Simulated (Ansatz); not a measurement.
Structures of In₂Ga: which is lowest?

Plane-wave DFT in Ansatz with scalar-relativistic PAW potentials, cutoff 420 eV, Γ-centred meshes chosen by cell and gap, Gaussian smearing with energies taken to zero width. Every cell was relaxed (cell and atoms) in a run of its own, within the symmetry of its start. Functional: PBE.

Relaxed structures (starts from databases or built by putting these elements on another compound's sites):
A. Fd-3m, 6 atoms in the computed cell, a = 8.691 Å; sites (symmetry × multiplicity) In .-3m × 16, Ga -43m × 8; start: built
B. R-3m, 3 atoms in the computed cell, a = 5.059 Å, c = 10.771 Å; sites (symmetry × multiplicity) In 3m × 6, Ga -3m × 3; start: built
C. Fm-3m, 3 atoms in the computed cell, a = 6.854 Å; sites (symmetry × multiplicity) In -43m × 8, Ga m-3m × 4; start: built

Q: Rank them by energy. Could pressure change the order?

A:
| structure | group | E − E(lowest) (meV/atom) | V (Å³/atom) | gap on mesh (eV) |
| --- | --- | --- | --- | --- |
| B | R-3m | 0.0 | 26.53 | 0.00 |
| C | Fm-3m | 3.7 | 26.83 | 0.00 |
| A | Fd-3m | 149 | 27.35 | 0.00 |

B and C are level within the 5 meV/atom that separate runs leave open. The two lowest differ in volume by under 3 %, too little for a first-order estimate of what pressure does to that pair (other pairs aren't weighed here). Other structures may lie lower than all of these, and vibrations aren't counted.